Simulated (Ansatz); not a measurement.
Starting cell, W (fcc, Cu type):

```yaml
crystal:
  lattice:
    - [0.00000, 3.97175, 3.97175]
    - [1.98588, 0.00000, 1.98588]
    - [1.98588, 1.98588, 0.00000]
  atoms:
    - { symbol: W, position: [0.00000, 0.00000, 0.00000] }
    - { symbol: W, position: [0.50000, 0.00000, 0.00000] }
```

A phonon eigenvector at L = (0.5, 0.0, 0.0) is frozen into this cell: atom i moves by Q times the vector below, so Q is the largest atomic displacement, in Å. The cell is held. (q is in reciprocal vectors of the primitive cell; the cell shown is doubled to hold the pattern.)

| atom | x | y | z |
|---|---|---|---|
| W1 | -0.577 | 0.577 | 0.577 |
| W2 | 0.577 | -0.577 | -0.577 |

These are LDA (plane waves to 420 eV, PAW, scalar-relativistic; Ansatz, a quantum-chemistry and plane-wave program) values and carry that method's errors. k mesh 10×20×20 (Γ-centred), Fermi-Dirac smearing 0.05 eV. E stands for the smeared free energy. Left out: 2 of 13 points, with atoms too close for the PAW data. With partly filled bands, energies and forces of such displacements shift with the k mesh and the smearing. Spin-orbit coupling is left out, though W is heavy. This is one of several known forms of W; the measured ambient cells at hand have space group No. 229. W is run without spin polarisation. W was relaxed with its symmetry unable to fall. The zero of ΔE is the undisplaced structure.

```json
[
 {"Q (Å)": "-0.233", "ΔE (meV/cell)": "1420"},
 {"Q (Å)": "-0.187", "ΔE (meV/cell)": "1006"},
 {"Q (Å)": "-0.140", "ΔE (meV/cell)": "(withheld)"},
 {"Q (Å)": "-0.093", "ΔE (meV/cell)": "(withheld)"},
 {"Q (Å)": "-0.047", "ΔE (meV/cell)": "79"},
 {"Q (Å)": "0.000", "ΔE (meV/cell)": "0"},
 {"Q (Å)": "0.047", "ΔE (meV/cell)": "79"},
 {"Q (Å)": "0.093", "ΔE (meV/cell)": "(withheld)"},
 {"Q (Å)": "0.140", "ΔE (meV/cell)": "(withheld)"},
 {"Q (Å)": "0.187", "ΔE (meV/cell)": "1006"},
 {"Q (Å)": "0.233", "ΔE (meV/cell)": "1420"}
]
```

**Question.** What belongs in the gaps?

**Answer.** 
- -0.140, ΔE (meV/cell): 629
- -0.093, ΔE (meV/cell): 302
- 0.093, ΔE (meV/cell): 302
- 0.140, ΔE (meV/cell): 629

(For displaced atoms, the force is minus the slope of the energy, and its curvature is a force constant, which sets phonon frequencies.)
